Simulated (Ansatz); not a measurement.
Consider the following.

Relaxed Nb$_{3}$Au (A15, Cr3Si type):

```
Nb3Au
1.0
   10.27811     0.00000     0.00000
    5.13905     5.13905     0.00000
    0.00000     0.00000     5.13905
Nb Au
12 4
Cartesian
  2.56953   1.28476   0.00000
  7.70858   1.28476   0.00000
 12.84764   3.85429   0.00000
  7.70858   3.85429   0.00000
  1.28476   0.00000   2.56953
  6.42382   0.00000   2.56953
  3.85429   0.00000   2.56953
  8.99335   0.00000   2.56953
 10.27811   2.56953   1.28476
  5.13905   2.56953   1.28476
 10.27811   2.56953   3.85429
  5.13905   2.56953   3.85429
  2.56953   2.56953   2.56953
  7.70858   2.56953   2.56953
  0.00000   0.00000   0.00000
  5.13905   0.00000   0.00000
```

The atoms are displaced by Q × the pattern below (from a DFPT mode at M = (0.5, 0.5, 0.0), largest move 1; Q in Å), at fixed cell. It is one choice among 2 degenerate patterns. (q is in reciprocal vectors of the primitive cell; the cell shown is doubled to hold the pattern.)

```tsv
atom	x	y	z
Nb5	0.000	0.000	-0.476
Nb6	0.000	0.000	0.476
Nb7	0.000	0.000	0.476
Nb8	0.000	0.000	-0.476
Nb9	0.000	-0.978	0.000
Nb10	0.000	0.978	0.000
Nb11	0.000	0.978	0.000
Nb12	0.000	-0.978	0.000
Au15	0.000	0.000	-1.000
Au16	0.000	0.000	1.000
```

Atoms not listed stay in place.

Method: LDA (plane waves to 420 eV, PAW, scalar-relativistic; Ansatz, a first-principles code). k mesh 9×9×9 (Γ-centred), Fermi-Dirac smearing 0.05 eV. Energies are smeared free energies. With partly filled bands, energies and forces of such displacements shift with the k mesh and the smearing. Nb3Au is run without spin polarisation. Nb3Au was relaxed with its symmetry unable to fall. Spin-orbit coupling is left out, though Au is heavy. The zero of ΔE is the undisplaced structure.

The scan covers Q from -0.110 to 0.110 Å in 13 points.

Is this a single well or a double well?

A double well: the undisplaced structure is a maximum between two minima.

Which space group does the distorted structure have?

Cmme (No. 67), lowered from Pm-3n.

By a smooth curve through the points, how far does the most displaced atom move to reach the deepest minimum?

0.056 Å from zero.

By a smooth curve, how deep is the well, measured from the undisplaced structure?

3.8 meV/cell, cell held fixed.

What is the energy change at Q = 0.110 Å?

18.1 meV/cell.

(A displaced cell: forces are minus the slopes of the energy, force constants its curvatures, and phonons follow from these.)
